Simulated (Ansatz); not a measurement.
## La2Fe2Si2C: frames of a relaxation, C_Si+Si_C, charge +0, atoms relaxed at the host's cell

Computed with the plane-wave PAW code Ansatz (scalar-relativistic, PAW set soft_2): PBEsol, no spin polarisation, 420 eV cutoff, k-mesh 4×3×3 shifted by half a step.

Positions in Å and forces in eV/Å; free energies count from the last frame.

```
21
Lattice="4.301 0.000 -5.592 -5.411 -5.981 0.066 -5.411 5.981 0.066" Properties=species:S:1:pos:R:3:forces:R:3 pbc="T T T" step=1 dE=4.808eV
C    -5.411    1.994    0.066    0.098    0.152   -0.188
Si   -5.433   -1.988    0.095    2.239    0.147    0.308
C     0.000    0.000    0.000   -0.425   -0.247   -0.047
Fe   -7.115    2.050   -0.411   -1.290   -1.001    1.987
Fe   -7.138   -1.994   -0.363  -10.316    0.069   -2.740
Fe   -1.726    0.000   -0.429   -0.092    0.014   -0.006
Fe    0.617    1.994   -5.097    0.046   -0.084    0.001
Fe    0.633   -2.026   -5.074    8.612   -1.844    2.718
Fe   -4.834   -0.048   -5.013    1.223    2.332    0.429
La   -4.739   -3.987   -1.622    0.388   -1.253   -0.910
La   -4.739    3.987   -1.622    0.023   -0.339   -0.364
La   -4.739    0.000   -1.622    0.493    1.597   -1.454
La   -1.782   -3.987   -3.839    0.526   -1.539    1.111
La   -1.782    3.987   -3.839   -0.460   -0.441   -0.100
La   -1.782    0.000   -3.839   -1.016    2.034    1.138
C    -4.193    1.960   -4.111   -0.108    0.207   -2.164
Si   -4.175   -1.994   -4.121   -0.004   -0.267    0.161
Si    1.236    0.000   -4.187   -0.159   -0.024   -0.088
Si   -2.345    1.994   -1.340    0.294   -0.080    0.287
Si   -2.345   -1.994   -1.340   -0.136    0.370   -0.236
Si   -7.756    0.000   -1.274    0.066    0.200    0.155
```

```
21
Lattice="4.301 0.000 -5.592 -5.411 -5.981 0.066 -5.411 5.981 0.066" Properties=species:S:1:pos:R:3:forces:R:3 pbc="T T T" step=3 dE=0.139eV
C    -5.444    2.000    0.079    0.031    0.089    0.046
Si   -5.373   -1.963    0.070    0.280    0.357   -0.020
C     0.036   -0.009    0.020   -0.053   -0.118   -0.071
Fe   -7.212    1.995   -0.250   -0.083   -0.198   -0.178
Fe   -7.380   -1.967   -0.421   -0.487   -0.066    0.118
Fe   -1.701   -0.046   -0.404    0.194    0.004    0.216
Fe    0.590    1.997   -5.071   -0.188   -0.056    0.030
Fe    0.919   -2.208   -4.933    0.181   -0.336    0.107
Fe   -4.760    0.137   -4.978    0.093    0.487    0.059
La   -4.714   -4.097   -1.738   -0.134    0.051   -0.002
La   -4.760    3.973   -1.665   -0.015    0.046    0.194
La   -4.690    0.178   -1.768   -0.133   -0.135    0.120
La   -1.743   -4.112   -3.796    0.034    0.004   -0.044
La   -1.785    3.946   -3.773    0.022    0.076   -0.018
La   -1.907    0.182   -3.754    0.189   -0.208   -0.010
C    -4.178    1.949   -4.391   -0.267   -0.125   -0.520
Si   -4.217   -1.954   -4.103    0.178   -0.164    0.038
Si    1.198   -0.034   -4.207   -0.131   -0.003   -0.088
Si   -2.319    1.958   -1.276    0.227    0.195    0.083
Si   -2.344   -2.021   -1.339   -0.135    0.219   -0.087
Si   -7.763    0.041   -1.283    0.198   -0.120    0.026
```

```
21
Lattice="4.301 0.000 -5.592 -5.411 -5.981 0.066 -5.411 5.981 0.066" Properties=species:S:1:pos:R:3:forces:R:3 pbc="T T T" step=7 dE=0.000eV
C    -5.462    2.014    0.087    0.002    0.001    0.000
Si   -5.351   -1.906    0.064    0.001    0.000    0.000
C     0.047   -0.041    0.022    0.005   -0.001   -0.001
Fe   -7.213    1.990   -0.326    0.003   -0.005    0.001
Fe   -7.395   -1.967   -0.361   -0.001    0.001    0.004
Fe   -1.687   -0.053   -0.371    0.000    0.001    0.003
Fe    0.569    1.995   -5.041   -0.004   -0.006    0.001
Fe    0.936   -2.242   -4.954    0.001   -0.006   -0.004
Fe   -4.743    0.146   -4.997   -0.001    0.002    0.001
La   -4.729   -4.100   -1.716   -0.002    0.007    0.000
La   -4.765    3.982   -1.617    0.001   -0.002   -0.003
La   -4.695    0.196   -1.755    0.002    0.000   -0.005
La   -1.726   -4.107   -3.811    0.002    0.005    0.003
La   -1.770    3.956   -3.767   -0.001   -0.003    0.004
La   -1.893    0.190   -3.749   -0.006    0.000    0.000
C    -4.272    1.917   -4.545    0.000    0.005    0.004
Si   -4.183   -1.970   -4.033    0.002   -0.003    0.005
Si    1.179   -0.050   -4.204    0.001   -0.003    0.000
Si   -2.291    1.971   -1.223    0.000    0.003   -0.002
Si   -2.373   -1.985   -1.383   -0.005    0.004   -0.004
Si   -7.732    0.011   -1.300   -0.001   -0.002   -0.006
```

Caveats: a metal with Cr, Mn, Fe, Co or Ni was run without spin, and may be magnetic.
